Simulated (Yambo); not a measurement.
```
PtS2
1.0
    3.54874     0.00000     0.00000
   -1.77437     3.07330     0.00000
    0.00000     0.00000     5.59707
S Pt
2 1
Direct
  0.66667   0.33333   0.77966
  0.33333   0.66667   0.22034
  0.00000   0.00000   0.00000
```

PtS₂ (CdI2 type, space group P-3m1, No. 164): mean Im ε in 1 eV windows above the direct gap of 1.92 eV, for different electron-hole kernels (Yambo, broadening 0.15 eV, PBE (Quantum ESPRESSO, PseudoDojo norm-conserving, 84 Ry, without SOC) bands; 12×12×6 mesh, 6 valence and 2 conduction bands, static screening with 36 bands and a 4 Ry block, scissor 0.72 eV, Tamm-Dancoff; field along x).

```json
[
 {"window (eV)": "1.9 to 2.9", "independent quasiparticles": "11", "RPA (no attraction)": "8.2", "BSE": "21"},
 {"window (eV)": "2.9 to 3.9", "independent quasiparticles": "20", "RPA (no attraction)": "17", "BSE": "17"},
 {"window (eV)": "3.9 to 4.9", "independent quasiparticles": "12", "RPA (no attraction)": "14", "BSE": "8.2"},
 {"window (eV)": "4.9 to 5.9", "independent quasiparticles": "5.7", "RPA (no attraction)": "8.0", "BSE": "3.7"}
]
```

This run doesn't resolve bound excitons or single peaks, so only averages are given, and they too depend on the mesh; weight that the attraction moves below the gap isn't listed. All transitions below 6.35 eV are in the band window. The scissor comes from a G0W0 run whose convergence isn't established.

Without spin-orbit coupling, band edges of such heavy elements can be off by tenths of an eV.

Geometry of the Materials Project entry, not relaxed at this level.

The distance between layers or molecules is the database entry's, not relaxed here. Functionals without dispersion can leave it too large, which widens gaps and weakens the response across layers: the numbers belong to this cell.
